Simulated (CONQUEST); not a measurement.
Input and output of a self-consistent single point for MgS (Fm-3m, 8 atoms in the cell; from Materials Project mp-1315, lattice scaled a little) (CONQUEST).

All values come from this method and carry its errors: LDA (PW92), numerical atomic orbitals double-zeta with polarisation (the shipped basis), PseudoDojo norm-conserving potentials made for LDA (CONQUEST 1.3).

```yaml
crystal:
  lattice:
    - [5.18797, 0.00000, 0.00000]
    - [0.00000, 5.18797, 0.00000]
    - [0.00000, 0.00000, 5.18797]
  atoms:
    - { symbol: Mg, position: [0.00000, 0.00000, 0.00000] }
    - { symbol: Mg, position: [0.00000, 0.50000, 0.50000] }
    - { symbol: Mg, position: [0.50000, 0.00000, 0.50000] }
    - { symbol: Mg, position: [0.50000, 0.50000, 0.00000] }
    - { symbol: S, position: [0.50000, 0.00000, 0.00000] }
    - { symbol: S, position: [0.50000, 0.50000, 0.50000] }
    - { symbol: S, position: [0.00000, 0.00000, 0.50000] }
    - { symbol: S, position: [0.00000, 0.50000, 0.00000] }
```

Reference input (self-consistent single point, DFT, LDA (PW92), numerical atomic orbitals double-zeta with polarisation (the shipped basis), PseudoDojo norm-conserving potentials made for LDA): basis = DZP; Diag.MPMeshX, Y, Z = 5 5 5; potentials = PseudoDojo norm-conserving LDA; Grid.GridCutoff = 140 Ha; DM.SolutionMethod = diagon; Diag.SmearingType = 1; Diag.kT = 0.000367 Ha; Diag.GammaCentred = true; Diag.MPOrder = 0; minE.SCTolerance = 1.0e-06; SC.MaxIters = 100; SC.LinearMixingFactor = 0.5. This run's input differs from it in these lines:

```diff
@@ -18,5 +18,5 @@
 Diag.MPMesh                    T
-Diag.MPMeshX                   5
-Diag.MPMeshY                   5
-Diag.MPMeshZ                   5
+Diag.MPMeshX                   3
+Diag.MPMeshY                   3
+Diag.MPMeshZ                   3
 Diag.GammaCentred              T
```

Output (repeated stretches shortened):

```
    new_SC_potl: Starting.  Tolerance:  0.10000E-05

    PulayMixSC: Starting Pulay mixing, A_up =  0.500 A_dn =  0.500
    PulayMixSC: Spin non-polarised calculation.
          Harris-Foulkes Energy            :     -7667.255965487568574 eV
          (TS=0 as O(N) or entropic contribution is negligible)
          DFT Total Energy                 :     -7664.009441223107387 eV
          Total number of electrons        :        64.000000000001322
    PulayMixSC: Pulay iteration     1 residual:              0.21634E-02
          Harris-Foulkes Energy            :     -7665.529120838552444 eV
   [... lines left out ...]
          (TS=0 as O(N) or entropic contribution is negligible)
          DFT Total Energy                 :     -7665.455904309118523 eV
          Total number of electrons        :        64.000035114798408
    PulayMixSC: Pulay iteration     4 residual:              0.32381E-04
          Harris-Foulkes Energy            :     -7665.455917632001729 eV
          (TS=0 as O(N) or entropic contribution is negligible)
          DFT Total Energy                 :     -7665.455917348235744 eV
          Total number of electrons        :        64.000035618415481
    PulayMixSC: Pulay iteration     5 residual:              0.77393E-06
    PulayMixSC: Reached SCF tolerance of  0.77393E-06 after      5 iterations
      | Number of electrons      =        64.000036
      |* band energy as 2Tr[K.H] =     -2175.730921165160908 eV
      |  screened ion-ion energy =     -5792.375028671981454 eV
      |  Ha correction           =        51.682020392659709 eV
      |  XC correction           =       250.969355893589352 eV
      |* Harris-Foulkes energy   =     -7665.455917632001729 eV
      |* DFT total energy        =     -7665.455917348235744 eV
      |  estimated accuracy      =        -0.000000283766032 eV

    force: Forces on atoms (eV/a0)
    force:  Atom   X              Y              Z
    force:     1  -0.0000000000  -0.0000000000   0.0000000000
   [... zero for the other atoms too ...]

    force: Maximum force :        0.00000000(eV/a0) on atom         1 in z direction
    force: Force Residual:        0.00000000 eV/a0
    force: Total stress:         -0.56343421     0.00000000     0.00000000 GPa
                             0.00000000    -0.56343421     0.00000000
                             0.00000000     0.00000000    -0.56343421
    force: Average pressure:      0.56343421 GPa

    force: Finished force
    get_E_and_F: Change in energy during last step of electronic optimisation:  0.31359E-05
```

The run converged in 5 iterations. CONQUEST prints the stress tensor with tension positive. Against the reference run the free energy rises by 2.0 meV/atom and the pressure moves little (0.53 to 0.56 GPa).

The program uses no crystal symmetry, so grid and mesh can part values that symmetry would make equal. The atom-centred basis is finite, which shifts total energies and pressures against plane waves. This run is one point of a test of settings, so its values need not be converged; read them against the reference run alone. The structure comes from a collection of computed structures, made at another level of theory; the collection holds predicted forms beside known ones. Its lattice was then scaled.

Cost on one core: very roughly 70 core-seconds.
